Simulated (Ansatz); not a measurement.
Relaxed-ion elastic tensor of TiAl (L1₀ or tetragonal B2, P4/mmm) in GPa (Voigt order), plane-wave PAW LDA (Ansatz code); density 4.06 g/cm³, 15.30 Å³ per atom.

```
 212  69.7   100   0.0   0.0   0.0
69.7   212   100   0.0   0.0   0.0
 100   100   181   0.0   0.0   0.0
 0.0   0.0   0.0   125   0.0   0.0
 0.0   0.0   0.0   0.0   125   0.0
 0.0   0.0   0.0   0.0   0.0  37.6
```

Question: Is the crystal mechanically stable?

Answer: Yes: the smallest eigenvalue of C is 37.6 GPa.

Question: Work out the Voigt, Reuss and Hill averages.

Answer: K_V = 127, K_R = 127, K_H = 127; G_V = 79.9, G_R = 61.5, G_H = 70.7 GPa.

Question: Give Young's modulus, Poisson's ratio, Pugh's ratio and the universal anisotropy index.

Answer: E = 9KG/(3K + G) = 179 GPa; ν = 0.27; K/G = 1.80 (near the Pugh limit of 1.75, no verdict); A_U = 5G_V/G_R + K_V/K_R − 6 = 1.50.

Question: Estimate the sound speeds and the Debye temperature.

Answer: v_l = √((K + 4G/3)/ρ) = 7380 m/s, v_t = √(G/ρ) = 4170 m/s, mean 4640 m/s; Θ = (h/k)(3n/4πV)^(1/3) v_m = 556 K.

Question: Solve the Christoffel equation for the three sound speeds along x, y, z.

Answer: Eigenvalues of C_ijkl n_j n_l equal ρv². In km/s, slowest first: x 3.04, 5.55, 7.23; y 3.04, 5.55, 7.23; z 5.55, 5.55, 6.67.

Question: How much does each axis shrink under pressure?

Answer: Linear compressibilities β_i = Σ_j S_ij (j = 1 to 3): x 2.6, y 2.6, z 2.6 per TPa.

Symmetry was held in the LDA relaxation; of distortions, only those at the zone centre were tested. No spin polarisation was allowed. As this level gives no gap, shear constants depend on the k-mesh and smearing (Fermi–Dirac, 0.1 eV here).

Potentials: the earlier of the program's two PAW sets.
